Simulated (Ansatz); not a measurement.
A distorted cell of HgTe (zinc blende):

```
CELL_PARAMETERS angstrom
      0.00000     3.32535     3.32535
      3.32535     0.00000     3.32535
      3.32535     3.32535     0.00000
ATOMIC_POSITIONS crystal
  Te 0.72384 0.72384 0.77616
  Hg 0.00000 0.00000 0.00000
```

These are PBE (plane waves to 420 eV, PAW, scalar-relativistic; Ansatz, a program for electronic structure) values and carry that method's errors. k mesh 10×10×10 (Γ-centred), Fermi-Dirac smearing 0.05 eV. Energies are smeared free energies. Compression counts positive. With partly filled bands, energies and forces of such displacements shift with the k mesh and the smearing. At this level the bands of HgTe touch or barely overlap. HgTe was relaxed with its symmetry unable to fall. Spin-orbit coupling is left out, though Hg and Te are heavy. The PAW data are Ansatz's earlier set. The relaxed volume of HgTe is well above the measured one; the method has no dispersion term.

Task: Predict the force on every atom, in eV/Å.

Result: 
```tsv
atom	Fx	Fy	Fz
Te1	0.000	0.000	0.456
Hg2	0.000	0.000	-0.456
```

Task: Give the stress tensor in GPa and the pressure.

Result: 
```
    0.5     -1.3      0.0
   -1.3      0.5      0.0
    0.0      0.0      0.2
```
The pressure, a third of the trace, is 0.4 GPa.

Task: In it atom 1 sits (0.000, 0.000, -0.174) Å away from its relaxed site. What is its energy relative to the relaxed cell?

Result: 40 meV/cell.

(For displaced atoms, the force is minus the slope of the energy, and its curvature is a force constant, which sets phonon frequencies.)
